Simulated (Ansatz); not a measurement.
The relaxed structure here is a generated cell of ZrS2: the first start was made by placing the elements on the sites of a structure type, and the end was not matched to a known phase here, so it may be hypothetical. Known forms of ZrS2 include space group No. 164.

The end point of a relaxation of ZrS2. Space group Fm-3m (No. 225), fluorite type. Level of theory: PBEsol (plane waves to 420 eV, PAW, scalar-relativistic; Ansatz, a first-principles code).

```xyz
3
Lattice="0.0000 3.0943 3.0943 3.0943 0.0000 3.0943 3.0943 3.0943 0.0000" Properties=species:S:1:pos:R:3 pbc="T T T"
Zr     0.0000     0.0000     0.0000
S      1.5472     1.5472     1.5472
S      4.6415     4.6415     4.6415
```

- Volume per atom: 19.75 Å³
- Density: 4.35 g/cm³
- Band gap: zero (metallic)
- Shortest distances: S–Zr 2.68 Å; S–S 3.09 Å
- k-mesh: 13×13×13

Band energies at high-symmetry points (eV from the Fermi level; labels of this space group; no spin-orbit coupling), from −5 eV up to 1.9 eV:

| point | energies |
|---|---|
| Γ | -0.95 -0.95 -0.95 -0.18 -0.18 |
| X | -4.71 -4.71 -2.19 -2.19 -0.09 0.17 1.04 |
| U | -4.96 -4.49 -2.92 -2.08 -0.38 0.52 1.10 |
| K | -4.96 -4.49 -2.92 -2.08 -0.38 0.52 1.10 |
| L | -4.73 -4.73 -3.67 -3.22 -2.90 -2.90 0.39 0.39 |
| W | -3.51 -3.51 -2.10 -0.12 0.75 1.12 |

No spin polarisation in the result.

The run could not lose the symmetry of its start: the end is stationary, and may be a saddle point rather than a minimum.

All atoms sit on sites fixed by symmetry, so only the cell could relax.
